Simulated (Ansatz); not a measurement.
V$_{5}$Ge$_{3}$:
```xyz
16
Lattice="7.2604 0.0000 0.0000 -3.6302 6.2877 0.0000 0.0000 0.0000 4.9399" Properties=species:S:1:pos:R:3 pbc="T T T"
V      0.0000     4.1918     0.0000
V      3.6302     2.0959     2.4700
V      3.6302     2.0959     0.0000
V      0.0000     4.1918     2.4700
Ge     4.4354     0.0000     1.2350
Ge     2.2177     3.8411     3.7049
Ge    -2.2177     3.8411     1.2350
Ge     2.8251     0.0000     3.7049
Ge     1.4125     2.4466     1.2350
Ge    -1.4125     2.4466     3.7049
V      1.8224     0.0000     1.2350
V      0.9112     1.5782     3.7049
V     -0.9112     1.5782     1.2350
V      5.4381     0.0000     3.7049
V      2.7190     4.7095     1.2350
V     -2.7190     4.7095     3.7049
```
The run is spin-polarised; directions of the spins, atom by atom: ↓ ↓ ↓ ↓ 0 0 0 0 0 0 ↑ ↑ ↑ ↑ ↑ ↑.

Relaxed with r²SCAN.

Give the Bader charges and basin volumes of the independent atoms, DFT-r²SCAN in the program Ansatz with PAW potentials.



| atom | Bader charge (e) | Bader volume (Å³) |
|---|---|---|
| V1 | +0.78 | 10.3 |
| Ge5 | -1.37 | 18.4 |
| V11 | +0.85 | 12.2 |

Space group P6_3/mcm. The workflow started from an entry of the Crystallography Open Database (COD). Its standing as an ambient phase is unchecked. The r²SCAN relaxation kept the symmetry of its start, as lowered by the spin order; its stability against distortions is not shown here. Magnetic state: ferrimagnetic, chosen from 2 collinear starts compared on coarse meshes (ties went to the first, and starts can fall back to one state), not a proven ground state. Other orbital occupations within this spin state were not tried.

Potentials: the later of the program's two PAW sets.
